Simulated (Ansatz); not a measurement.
GaRu$_{3}$C:
Space group Pm-3m (No. 221); a = 3.996 Å, b = 3.996 Å, c = 3.996 Å, α = 90.00°, β = 90.00°, γ = 90.00°

```
atom  site  symmetry       x       y       z
----  ----  --------  ------  ------  ------
Ga      1a      m-3m  0.0000  0.0000  0.0000
Ru      3c    4/mm.m  0.0000  0.5000  0.5000
C       1b      m-3m  0.5000  0.5000  0.5000
```

Relaxed with r²SCAN.

Task: Which orbitals make up the states near the Fermi level in DFT-r²SCAN in the program Ansatz with PAW potentials?

Result: Within 0.5 eV of the Fermi level: Ru 4d 93 %. Projections are on Löwdin-orthogonalised atomic valence shells; empty p or d shells of many metals are not among them.

Task: Tabulate the density of states.

Result: States/eV per cell of 5 atoms, in 0.25 eV bins, energy from the Fermi level.

```csv
E (eV),total,Ru 4d,C 2p,Ga 4p
-7.85,4.51,1.18,1.35,0.15
-7.60,2.21,0.76,0.59,0.07
-7.35,1.65,0.76,0.38,0.03
-7.10,2.27,1.03,0.50,0.03
-6.85,2.91,1.33,0.72,0.04
-6.60,2.02,0.97,0.74,0.04
-6.35,1.59,0.75,0.64,0.03
-6.10,1.65,0.81,0.66,0.03
-5.85,2.01,1.05,0.78,0.04
-5.60,2.30,1.26,0.79,0.09
-5.35,2.00,1.16,0.64,0.07
-5.10,1.96,1.23,0.55,0.08
-4.85,2.55,1.67,0.50,0.21
-4.60,1.81,1.14,0.11,0.36
-4.35,3.15,1.99,0.11,0.70
-4.10,4.57,3.18,0.13,0.92
-3.85,6.79,5.05,0.23,1.16
-3.60,5.71,4.11,0.43,0.93
-3.35,3.92,2.83,0.38,0.55
-3.10,3.36,2.56,0.28,0.39
-2.85,3.23,2.76,0.09,0.29
-2.60,5.00,4.63,0.03,0.24
-2.35,1.84,1.70,0.01,0.10
-2.10,3.01,2.82,0.06,0.08
-1.85,5.61,5.09,0.13,0.20
-1.60,5.56,4.73,0.20,0.36
-1.35,4.37,3.58,0.24,0.27
-1.10,5.09,4.62,0.11,0.16
-0.85,3.59,3.31,0.04,0.07
-0.60,5.37,5.04,0.06,0.07
-0.35,6.10,5.76,0.10,0.05
-0.10,5.64,5.21,0.07,0.09
0.15,2.73,2.39,0.03,0.06
0.40,1.34,1.28,0.02,0.01
0.65,1.44,1.39,0.02,0.01
0.90,2.13,2.07,0.03,0.02
1.15,2.42,2.36,0.03,0.02
1.40,1.52,1.46,0.02,0.03
1.65,2.21,1.58,0.26,0.24
1.90,4.61,2.88,0.74,0.52
2.15,4.20,2.62,0.49,0.63
2.40,3.27,1.67,0.43,0.57
2.65,2.33,1.07,0.40,0.35
2.90,2.56,1.06,0.51,0.34
3.15,2.64,1.03,0.63,0.34
3.40,1.72,0.64,0.41,0.31
3.65,1.11,0.36,0.23,0.30
3.90,0.49,0.11,0.07,0.26
4.15,1.37,0.39,0.25,0.49
4.40,1.99,0.55,0.34,0.79
4.65,1.54,0.41,0.23,0.64
```

The start of the workflow was typed in or built on a structure type; neither database checked (COD, Materials Project) lists it. Whether it is the stable phase at ambient conditions was not checked. Symmetry was held in the r²SCAN relaxation; whether a distortion lowers the energy is not shown. No spin polarisation was allowed. Spin–orbit coupling is left out wherever it is not named.

Potentials: the later of the program's two PAW sets.
